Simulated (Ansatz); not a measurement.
Ansatz input file:

```yaml
crystal:
  lattice:
    - [4.0477133414, 0.0, 0.0]
    - [-2.0238566707, 3.5054225809, 0.0]
    - [0.0, 0.0, 25.7410683374]
  atoms:
    - { symbol: Ni, position: [0.3333333333, 0.6666666667, 0.2913631984] }
    - { symbol: Al, position: [0.6666666667, 0.3333333333, 0.3234611678] }
    - { symbol: Ni, position: [0.0, 0.0, 0.3555591373] }
    - { symbol: Al, position: [0.3333333333, 0.6666666667, 0.3876571068] }
    - { symbol: Ni, position: [0.6666666667, 0.3333333333, 0.4197550763] }
    - { symbol: Al, position: [0.0, 0.0, 0.4518530458] }
    - { symbol: Ni, position: [0.3333333333, 0.6666666667, 0.4839510153] }
    - { symbol: Al, position: [0.6666666667, 0.3333333333, 0.5160489847] }
    - { symbol: Ni, position: [0.0, 0.0, 0.5481469542] }
    - { symbol: Al, position: [0.3333333333, 0.6666666667, 0.5802449237] }
    - { symbol: Ni, position: [0.6666666667, 0.3333333333, 0.6123428932] }
    - { symbol: Al, position: [0.0, 0.0, 0.6444408627] }
    - { symbol: Ni, position: [0.3333333333, 0.6666666667, 0.6765388322] }
    - { symbol: Al, position: [0.6666666667, 0.3333333333, 0.7086368016] }
basis:
  ecutwfc: 420
kpoints:
  mp_grid: { grid: [9, 9, 1] }
hamiltonian:
  xc: pbesol
scf:
  occupations: { method: gaussian, width: 0.1 }
output:
  forces: true
  stress: true
  eigenvalues: true
  write_density: true
  write_potential: true
  elf: true
  volumetric_format: npy
efield:
  axis: 3
  dipole_correction: true
  ramp_width: 0.04
```

Launched with
```bash
ansatz run input.yaml --threads 2 --pin off --max-ram 5120MiB --backend cpu --events-out ev --progress --plain --runs-dir out
```

Computed with DFT PBEsol, scalar-relativistic, plane waves, PAW (Ansatz 0.2.0).

From the run's log, abridged:

```
Pseudopotentials: kind: paw
Pseudopotential: Ni, paw, valence charge 18, recommended cutoff 420 eV (normal)
Pseudopotential: Al, paw, valence charge 3, recommended cutoff 420 eV (normal)
Functional definition: PBEsol
Crystal: 14 atoms, lattice volume = 365.239 Å³
Basis set: ecut = 420 eV, 7131 PW (Γ), exchange–correlation on 60×60×360 points (8 copies of the dense FFT grid, shifted against one another)
Bands: 89, of which v1, the nominal top of the filled ones, is band 74 counted from 1 (73 counted from 0)
Symmetry: 6 space group operations
Space group: P3m1 (ITA 156), of the structure as read, at distance tolerance 7.1e-5 Å
k-points: 12 of 81 (time reversal used)
Initial density: superposition of atomic densities (neutral atoms: chi_scale 0, normalization atom), corrected by the library's trained network
Initial wavefunctions: pseudopotential atomic-orbital guess
Functional: x = pbesol(κ = 0.804, μ = 0.12345679), c = pbesol(β = 0.046)
SCF iter   1: F=—  HF=-44311.786155 eV  |F-HF|=—  |Δ(HF+E_count)|=         —  Δρ=1.55e-2  dr2=1.11e0  ethr=1.77e-3  p=0.038 e·Å  D=1.87e-2 V/Å  ΔV_dip=-0.48 eV  dr2_dipole=5.13e-1  V_vac-E_F(+/−)=4.00/4.48 eV  ⟨swp⟩=11.0  Hψ=5462  notcnv=0  defer=16
efield: sawtooth ramp at fractional position 0.9800 (placed from the atoms, in the widest stretch of the axis that holds none; the zero of the levels goes with the place), width 0.0400; the density the first Hamiltonian is built on has a dipole p = 0.038 e·Å; the dipole correction subtracts the counter field D = 1.87e-2 V/Å, which shifts the + side's vacuum level by -0.48 eV against the − side's; the planar-averaged density in the ramp window peaks in size at 4.0e-5 e/Å³
SCF iter   2: F=—  HF=-44311.997756 eV  |F-HF|=—  |Δ(HF+E_count)|=   2.12e-1  Δρ=3.04e-2  dr2=2.14e0  ethr=7.54e-4  p=0.003 e·Å  D=1.31e-3 V/Å  ΔV_dip=-0.03 eV  dr2_dipole=3.82e-2  V_vac-E_F(+/−)=4.28/4.31 eV  ⟨swp⟩=2.3  Hψ=1941  notcnv=0  defer=97
SCF iter   3: F=—  HF=-44311.782297 eV  |F-HF|=—  |Δ(HF+E_count)|=   2.15e-1  Δρ=1.46e-2  dr2=4.85e-1  ethr=7.54e-4  p=0.006 e·Å  D=2.94e-3 V/Å  ΔV_dip=-0.08 eV  dr2_dipole=1.73e-3  V_vac-E_F(+/−)=4.24/4.31 eV  ⟨swp⟩=2.2  Hψ=1458  notcnv=0  defer=97
SCF iter   4: F=—  HF=-44311.718597 eV  |F-HF|=—  |Δ(HF+E_count)|=   6.37e-2  Δρ=1.38e-3  dr2=9.44e-3  ethr=3.30e-4  p=-0.002 e·Å  D=-9.00e-4 V/Å  ΔV_dip=0.02 eV  dr2_dipole=3.73e-3  V_vac-E_F(+/−)=4.29/4.27 eV  ⟨swp⟩=2.0  Hψ=1567  notcnv=0  defer=97
SCF iter   5: F=—  HF=-44311.717484 eV  |F-HF|=—  |Δ(HF+E_count)|=   1.11e-3  Δρ=8.76e-4  dr2=2.77e-3  ethr=6.42e-6  p=-0.004 e·Å  D=-2.00e-3 V/Å  ΔV_dip=0.05 eV  dr2_dipole=7.86e-6  V_vac-E_F(+/−)=4.31/4.26 eV  ⟨swp⟩=2.8  Hψ=2046  notcnv=0  defer=97
SCF iter   6: F=—  HF=-44311.717368 eV  |F-HF|=—  |Δ(HF+E_count)|=   1.16e-4  Δρ=2.68e-4  dr2=3.16e-4  ethr=1.88e-6  p=-0.005 e·Å  D=-2.69e-3 V/Å  ΔV_dip=0.07 eV  dr2_dipole=3.04e-5  V_vac-E_F(+/−)=4.33/4.26 eV  ⟨swp⟩=1.5  Hψ=1191  notcnv=0  defer=97
SCF iter   7: F=—  HF=-44311.717391 eV  |F-HF|=—  |Δ(HF+E_count)|=   2.31e-5  Δρ=1.67e-4  dr2=1.06e-4  ethr=2.15e-7  p=-0.007 e·Å  D=-3.32e-3 V/Å  ΔV_dip=0.09 eV  dr2_dipole=3.77e-5  V_vac-E_F(+/−)=4.34/4.25 eV  ⟨swp⟩=2.0  Hψ=1553  notcnv=0  defer=97
SCF iter   8: F=—  HF=-44311.717409 eV  |F-HF|=—  |Δ(HF+E_count)|=   1.75e-5  Δρ=7.36e-5  dr2=1.79e-5  ethr=7.18e-8  p=-0.007 e·Å  D=-3.45e-3 V/Å  ΔV_dip=0.09 eV  dr2_dipole=2.90e-6  V_vac-E_F(+/−)=4.34/4.25 eV  ⟨swp⟩=2.1  Hψ=1326  notcnv=0  defer=97
SCF iter   9: F=—  HF=-44311.717546 eV  |F-HF|=—  |Δ(HF+E_count)|=   1.38e-4  Δρ=4.12e-5  dr2=4.72e-6  ethr=1.22e-8  p=-0.007 e·Å  D=-3.49e-3 V/Å  ΔV_dip=0.09 eV  dr2_dipole=1.61e-7  V_vac-E_F(+/−)=4.35/4.26 eV  ⟨swp⟩=2.3  Hψ=1623  notcnv=0  defer=97
SCF iter  10: F=—  HF=-44311.717547 eV  |F-HF|=—  |Δ(HF+E_count)|=   3.14e-7  Δρ=1.78e-5  dr2=9.07e-7  ethr=3.21e-9  p=-0.007 e·Å  D=-3.52e-3 V/Å  ΔV_dip=0.09 eV  dr2_dipole=2.08e-8  V_vac-E_F(+/−)=4.35/4.26 eV  ⟨swp⟩=1.8  Hψ=1278  notcnv=0  defer=97
SCF iter  11: F=—  HF=-44311.717547 eV  |F-HF|=—  |Δ(HF+E_count)|=   8.19e-8  Δρ=6.37e-6  dr2=1.19e-7  ethr=6.17e-10  p=-0.007 e·Å  D=-3.52e-3 V/Å  ΔV_dip=0.09 eV  dr2_dipole=2.34e-9  V_vac-E_F(+/−)=4.35/4.26 eV  ⟨swp⟩=2.0  Hψ=1392  notcnv=0  defer=97
SCF iter  12: F=—  HF=-44311.717547 eV  |F-HF|=—  |Δ(HF+E_count)|=   2.87e-7  Δρ=7.89e-6  dr2=2.20e-7  ethr=6.80e-11  p=-0.007 e·Å  D=-3.53e-3 V/Å  ΔV_dip=0.09 eV  dr2_dipole=3.53e-8  V_vac-E_F(+/−)=4.35/4.26 eV  ⟨swp⟩=23.1  Hψ=9714  notcnv=0
SCF iter  13: F=—  HF=-44311.717547 eV  |F-HF|=—  |Δ(HF+E_count)|=   4.73e-8  Δρ=6.34e-6  dr2=1.12e-7  ethr=8.09e-11  p=-0.007 e·Å  D=-3.53e-3 V/Å  ΔV_dip=0.09 eV  dr2_dipole=1.04e-8  V_vac-E_F(+/−)=4.35/4.26 eV  ⟨swp⟩=1.2  Hψ=1023  notcnv=0
SCF iter  14: F=-44311.717547 eV  HF=-44311.717547 eV  |F-HF|=2.49e-9  |Δ(HF+E_count)|=   2.22e-9  Δρ=1.64e-6  dr2=7.01e-9  ethr=6.80e-11  p=-0.007 e·Å  D=-3.54e-3 V/Å  ΔV_dip=0.09 eV  dr2_dipole=2.16e-10  V_vac-E_F(+/−)=4.35/4.26 eV  ⟨swp⟩=11.8  Hψ=7488  notcnv=0
SCF 1 converged in 14 iterations: F = -44311.717547 eV  dr2 = 7.01e-9
WARN: The output density's exchange-correlation potential varies sharply where the density is thin. Do not read a vacuum level from v_tot or v_xc, or from such a field of the output density. On a cell that repeats whose density bears no net charge and no dipole along the vacuum's axis use v_es (v_loc + v_h of the components); under efield.dipole_correction with no amplitude use v_es + v_field, which holds any external_charges[].barrier, or the levels of the report's work_function block, which leave it out; under a non-zero efield.amplitude the vacuum is tilted and has no level; on a cell that repeats and bears such a dipole with no correction it is tilted too, and efield.dipole_correction wi ...
SCF converged after 14 iterations
Free energy (F): -44311.717547 eV
Harris-Foulkes:  -44311.717547 eV  (|F-HF|=2.49e-9)
Internal energy: -44311.686916 eV  (E = F + TS)
E sigma→0 (E₀):  -44311.702232 eV
Entropy (-TS):   -0.030631 eV (-2.188 meV/atom)
Fermi energy:    4.034934 eV
Dipole field:    D = -0.003521 V/Å  (p = -0.007107 e·Å, saw-weighted, corrected)
Work function:   Φ+ = 4.3468 eV   Φ− = 4.2561 eV
Levels:          The Fermi level and band energies are counted from a zero that moves with the ramp; work functions are not
--- Per-component energies (eV) ---
  E_band       = -3782.591833
  E_kinetic    = 2171.211716
  E_local      = -211059.190078  (includes V_loc(G=0)·N_el)
  E_nonlocal   = 4548.319896
  E_hartree    = 102635.988307
  E_xc         = -871.531677
  E_vxc        = -974.990255  (∫ρ·V_xc dr)
  E_paw        = -14374.565969  (= ΣΔE_a)
  E_vpaw       = -3739.750275  (= ΣTr[D̂ρ^β])
  E_aug_tail   = 0.002938  (compensation charges beyond the density's cutoff)
  E_efield     = 0.000013  (sawtooth field / dipole correction)
  E_vefield    = -0.152699  (∫n·V_field dr)
  E_ewald      = 72636.562943
  E_core_change = 1.514995  (= ΣΔE_core)
  E_smearing   = -0.030631  (= −TS)
--- Forces (eV/Å), atoms counted from 1 ---
  atom   1  Ni     0.00000000     0.00000000     1.54244726
  atom   2  Al     0.00000000     0.00000000    -0.60823313
  atom   3  Ni     0.00000000     0.00000000    -0.36780236
  atom   4  Al     0.00000000     0.00000000    -0.38245757
  atom   5  Ni     0.00000000     0.00000000    -0.08020970
  atom   6  Al     0.00000000     0.00000000    -0.04997991
  atom   7  Ni     0.00000000     0.00000000    -0.06086653
  atom   8  Al     0.00000000     0.00000000     0.00343869
  atom   9  Ni     0.00000000     0.00000000     0.03871167
  atom  10  Al     0.00000000     0.00000000     0.07385602
  atom  11  Ni     0.00000000     0.00000000     0.03723409
  atom  12  Al     0.00000000     0.00000000     0.51373139
  atom  13  Ni     0.00000000     0.00000000    -0.42456748
  atom  14  Al     0.00000000     0.00000000    -0.23532841
--- Stress (GPa, compression-positive) ---
       -2.315238       0.000000       0.000000
        0.000000      -2.315238       0.000000
        0.000000       0.000000      -1.651855
  P = ⅓ Tr σ = -2.0941 GPa (-20.941 kbar)
--- Band table (eV; the first three rows and the last of 12) ---
  k-point 0: bands = ["-99.1094", "-99.0949", "-98.9747", "-98.9682", "-98.9026", "-98.8640", "-98.1097", "-59.6887", "-59.6737", "-59.6572", "-59.6572", "-59.6434", "-59.6434", "-59.5418", "-59.5380", "-59.5380", "-59.5295", "-59.5264", "-59.5264", "-59.4737", "-59.4737", "-59.4339", "-59.4339", "-59.4297", "-59.3795", "-58.7232", "-58.7232", "-58.6131", "-6.9919", "-6.1880", "-4.9551", "-3.4543", "-1.8976", "-0.6579", "-0.0512", "-0.0512", "0.2741", "0.2741", "0.4105", "0.6977", "0.6977", "0.7291", "0.7291", "0.8350", "0.8350", "1.0467", "1.0467", "1.4835", "1.8055", "1.8055", "1.9267", "2.0073", "2.0073", "2.0104", "2.1125", "2.1125", "2.3441", "2.3441", "2.3614", "2.3775", "2.3775", "2.4 ...
  k-point 1: bands = ["-99.1094", "-99.0949", "-98.9747", "-98.9683", "-98.9026", "-98.8640", "-98.1097", "-59.6887", "-59.6737", "-59.6573", "-59.6573", "-59.6435", "-59.6435", "-59.5419", "-59.5383", "-59.5381", "-59.5291", "-59.5263", "-59.5263", "-59.4737", "-59.4737", "-59.4339", "-59.4339", "-59.4297", "-59.3795", "-58.7233", "-58.7232", "-58.6131", "-6.8391", "-6.0380", "-4.8104", "-3.3208", "-1.7948", "-0.6367", "-0.2142", "0.0044", "0.1427", "0.3270", "0.4250", "0.5395", "0.6718", "0.7222", "0.7470", "0.7590", "0.8832", "0.9167", "1.0935", "1.5472", "1.7450", "1.7746", "1.8993", "1.9645", "1.9685", "2.0801", "2.1278", "2.1307", "2.2250", "2.3183", "2.3260", "2.3524", "2.3841", "2.53 ...
  k-point 2: bands = ["-99.1094", "-99.0948", "-98.9746", "-98.9683", "-98.9026", "-98.8640", "-98.1097", "-59.6887", "-59.6737", "-59.6574", "-59.6573", "-59.6437", "-59.6435", "-59.5420", "-59.5391", "-59.5383", "-59.5284", "-59.5260", "-59.5260", "-59.4738", "-59.4737", "-59.4340", "-59.4339", "-59.4296", "-59.3795", "-58.7233", "-58.7233", "-58.6130", "-6.3848", "-5.5922", "-4.3821", "-2.9309", "-1.5450", "-0.9048", "-0.5844", "-0.3734", "0.1037", "0.1664", "0.3088", "0.4815", "0.5992", "0.7602", "0.7703", "0.8274", "0.8379", "1.0026", "1.2102", "1.5299", "1.6776", "1.7036", "1.7921", "1.9140", "1.9476", "2.0612", "2.0916", "2.1341", "2.1630", "2.2419", "2.2452", "2.2690", "2.2820", "2.4 ...
  k-point 11: bands = ["-99.1094", "-99.0948", "-98.9745", "-98.9685", "-98.9026", "-98.8640", "-98.1097", "-59.6888", "-59.6739", "-59.6577", "-59.6576", "-59.6439", "-59.6439", "-59.5423", "-59.5403", "-59.5395", "-59.5266", "-59.5260", "-59.5250", "-59.4739", "-59.4738", "-59.4340", "-59.4340", "-59.4296", "-59.3794", "-58.7234", "-58.7234", "-58.6130", "-3.1972", "-3.1921", "-3.1664", "-2.6130", "-2.4686", "-2.4207", "-1.6806", "-1.3120", "-1.2245", "-0.5017", "-0.2264", "-0.2172", "0.1893", "0.5746", "1.0970", "1.1460", "1.2887", "1.2952", "1.4495", "1.4916", "1.5021", "1.5575", "1.6019", "1.6490", "1.9151", "1.9178", "1.9658", "1.9810", "2.0173", "2.0482", "2.1106", "2.1302", "2.1337", ...
```

Self-consistency was reached.

It took 53 s on 2 threads of Arm Neoverse V1, with other jobs on the host, peak memory 0.81 GiB.